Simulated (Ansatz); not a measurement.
KTaO3 (cubic perovskite, space group No. 221), the program Ansatz at the r²SCAN level (PAW), all energies at zero smearing, with the estimated change up to a 700 eV cutoff added, with one set of potentials and settings (totals compare only within such a set). Cell of 5 atoms (1 K, 1 Ta, 3 O): -13199.403 eV.

```
element                            reference phase  E (eV/atom)
-------  -----------------------------------------  -----------
K                       Im-3m, 1 atoms in the cell   -1542.4813
Ta                      Im-3m, 1 atoms in the cell   -9944.3222
O        C2/m, 4 atoms in the cell, spin-polarised    -566.0281
```

Formation energy per atom, worked out: (-13199.403 − 1×(-1542.4813) − 1×(-9944.3222) − 3×(-566.0281))/5 = -2.903 eV/atom (-280 kJ per mol of atoms), at 0 K, without zero-point energy or fitted corrections.

Space group Pm-3m (cubic perovskite). The cell was relaxed with r²SCAN under the symmetry of its start; phonons on a q-mesh show weakly imaginary modes. No spin polarisation was allowed. The references are the lowest solids computed at this level, not always the standard phases (solids in place of the gases). Scalar-relativistic: spin–orbit coupling is off unless named, which matters more the heavier the elements.

Potentials: the later of the program's two PAW sets.
